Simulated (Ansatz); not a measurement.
**GaO2, first-principles data**

GaO2:
```
GaO2
1.0
    0.00000     3.71551     4.57339
    3.53236     0.00000     4.57339
    3.53236     3.71551     0.00000
Ga O
4 8
Direct
  0.04157   0.45843   0.04157
  0.45843   0.04157   0.45843
  0.20843   0.79157   0.20843
  0.79157   0.20843   0.79157
  0.38858   0.38858   0.11142
  0.11142   0.11142   0.38858
  0.86142   0.86142   0.13858
  0.13858   0.13858   0.86142
  0.12500   0.62500   0.62500
  0.62500   0.12500   0.62500
  0.62500   0.62500   0.62500
  0.62500   0.62500   0.12500
```
The run is spin-polarised; directions of the spins, atom by atom: 0 0 0 0 0 0 0 0 ↑ ↑ ↑ ↑.

Space group Fddd (No. 70); conventional cell a = 7.065 Å, b = 7.431 Å, c = 9.147 Å, α = β = γ = 90.00°.

Method: plane-wave PAW r²SCAN (Ansatz code). Geometry: relaxed at this level of theory. Other levels are named where they apply.

**Cell and energy**

```json
{
 "volume_per_atom": "10.00 Å³",
 "density": "5.63 g/cm³",
 "Formation energy from the elements (no fitted shifts)": "-1.20 eV/atom"
}
```

**Electronic structure**

```json
{
 "electronic_character": "no gap, with almost no states at the Fermi level (zero-gap or semimetallic)",
 "Density of states at the Fermi level": "0.01 states/eV per atom (mean over ±0.08 eV)"
}
```

**Magnetism**

```json
{
 "magnetic_order": "ferromagnetic",
 "net_moment": "0.33 μB per atom"
}
```

**Mechanics**

```json
{
 "Bulk modulus (Birch–Murnaghan fit)": "188 GPa",
 "Pressure derivative B′": "4.5"
}
```

**Charges**

```json
{
  "bader_charges": "Ga +2.03, O -1.23 to -0.81 e"
}
```

The workflow started from a Materials Project entry (that database holds measured and hypothetical structures alike); the Crystallography Open Database copy checked does not list it. Whether it is the stable phase at ambient conditions was not checked. The r²SCAN relaxation kept the symmetry of its start; its stability against distortions is not shown here. Magnetic state: ferromagnetic, chosen from 2 collinear starts compared on coarse meshes (ties went to the first, and starts can fall back to one state), not a proven ground state. Other orbital occupations within this spin state were not tried. No Hubbard U is applied. Point labels and valley counts follow the cell and symmetry of the run, lower than the named group. The references are the lowest solids computed at this level, not always the standard phases (solids in place of the gases). Spin–orbit coupling is left out wherever it is not named.

Potentials: the later of the program's two PAW sets.
